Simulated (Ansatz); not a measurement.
Molecular dynamics on a 2×2×2 supercell (16 atoms) of LaP (Fm-3m), relaxed with r2SCAN. Forces come from r2SCAN in the PAW code Ansatz: constant energy and volume (NVE), velocities drawn at 800 K, steps of 1.5 fs. Classical nuclei, no spin polarisation; a few dozen steps show the first response, not equilibrium.

```yaml
crystal:
  lattice:
    - [0.0, 6.0748775467, 6.0748775467]
    - [6.0748775467, 0.0, 6.0748775467]
    - [6.0748775467, 6.0748775467, 0.0]
  atoms:
    - { symbol: La, position: [0.0, 0.0, 0.0] }
    - { symbol: P, position: [0.25, 0.25, 0.25] }
    - { symbol: La, position: [0.0, 0.0, 0.5] }
    - { symbol: P, position: [0.25, 0.25, 0.75] }
    - { symbol: La, position: [0.0, 0.5, 0.0] }
    - { symbol: P, position: [0.25, 0.75, 0.25] }
    - { symbol: La, position: [0.0, 0.5, 0.5] }
    - { symbol: P, position: [0.25, 0.75, 0.75] }
    - { symbol: La, position: [0.5, 0.0, 0.0] }
    - { symbol: P, position: [0.75, 0.25, 0.25] }
    - { symbol: La, position: [0.5, 0.0, 0.5] }
    - { symbol: P, position: [0.75, 0.25, 0.75] }
    - { symbol: La, position: [0.5, 0.5, 0.0] }
    - { symbol: P, position: [0.75, 0.75, 0.25] }
    - { symbol: La, position: [0.5, 0.5, 0.5] }
    - { symbol: P, position: [0.75, 0.75, 0.75] }
kpoints:
  mp_grid: { grid: [2, 2, 2] }
hamiltonian:
  xc: r2scan
scf:
  occupations: { method: fermi_dirac, width: 0.069 }
md:
  ensemble: nve
  temperature: 800
  timestep: 1.5
  n_steps: 30
  initial_velocities: maxwell_boltzmann
  seed: 4629
```

Command: `ansatz run input.yaml --threads 4 --pin off --max-ram 3686MiB --backend cpu --events-out ev --progress --plain --runs-dir out`. It ended after 7.6 min on 4 threads of Arm Neoverse N1 (shared host), load about 0.9 per core; peak host memory 2.6 GiB.

| step | t (fs) | T (K) | free energy F from step 0 (meV/atom) | kinetic energy (meV/atom) | largest force (eV/Å) |
| --- | --- | --- | --- | --- | --- |
| 0 | 0 | 800 | 0.0 | 96.9 | 0.00 |
| 1 | 1.5 | 799 | 0.2 | 96.8 | 0.07 |
| 2 | 3 | 794 | 0.7 | 96.3 | 0.14 |
| 3 | 4.5 | 787 | 1.6 | 95.4 | 0.20 |
| 4 | 6 | 777 | 2.8 | 94.2 | 0.27 |
| 5 | 7.5 | 764 | 4.3 | 92.6 | 0.33 |
| 6 | 9 | 749 | 6.2 | 90.8 | 0.40 |
| 7 | 10.5 | 731 | 8.3 | 88.6 | 0.47 |
| 8 | 12 | 711 | 10.8 | 86.2 | 0.56 |
| 9 | 13.5 | 689 | 13.5 | 83.4 | 0.65 |
| 10 | 15 | 664 | 16.5 | 80.5 | 0.74 |
| 11 | 16.5 | 638 | 19.6 | 77.4 | 0.83 |
| 12 | 18 | 611 | 22.9 | 74.0 | 0.92 |
| 13 | 19.5 | 583 | 26.4 | 70.6 | 1.01 |
| 14 | 21 | 553 | 29.9 | 67.1 | 1.10 |
| 15 | 22.5 | 524 | 33.5 | 63.5 | 1.19 |
| 16 | 24 | 494 | 37.1 | 59.9 | 1.27 |
| 17 | 25.5 | 465 | 40.6 | 56.4 | 1.36 |
| 18 | 27 | 437 | 44.0 | 52.9 | 1.43 |
| 19 | 28.5 | 409 | 47.4 | 49.6 | 1.50 |
| 20 | 30 | 383 | 50.5 | 46.5 | 1.57 |
| 21 | 31.5 | 359 | 53.5 | 43.5 | 1.63 |
| 22 | 33 | 336 | 56.2 | 40.8 | 1.68 |
| 23 | 34.5 | 316 | 58.7 | 38.3 | 1.72 |
| 24 | 36 | 298 | 60.9 | 36.1 | 1.75 |

The temperature goes from 800 K to 298 K in 36 fs. The atoms start on their lattice sites with kinetic energy alone, so much of it first passes into potential energy. The conserved energy stays within 0.04 meV an atom. By the last step the atoms have moved 0.16 Å in the root mean square, the drift of the whole cell taken out, 0.32 Å at most. The job's limit cut the run after 24 of 30 steps.

Positions (Å) and forces (eV/Å) at step 24:
```
La  -0.016   0.016   0.110     0.208  -0.155  -0.910
P    3.031   3.010   3.104    -0.103   0.181  -0.419
La   3.145   3.022  -0.156    -0.559   0.172   0.259
P    6.346   6.265   3.062    -1.482  -0.902   0.206
La   2.985   0.052   3.007     1.401  -0.751   0.052
P    5.936   2.964   6.136     0.760   0.450  -0.264
La   5.891   3.096   3.033     1.298  -0.514   0.038
P    9.073   6.023   6.277     0.234  -0.292  -0.799
La   0.129   2.977   3.039    -0.707   1.300  -0.075
P    3.078   6.028   6.029    -0.110   0.184   0.469
La   3.043   6.095   3.074    -0.608   0.097  -0.066
P    6.135   9.143   6.055    -0.656  -0.150   0.081
La   3.101   2.926   6.078    -0.598   0.470   0.266
P    6.147   6.198   9.187    -0.186  -0.181  -0.146
La   6.000   6.091   6.055     0.624  -0.205   0.644
P    8.953   9.080   9.021     0.485   0.295   0.665
```
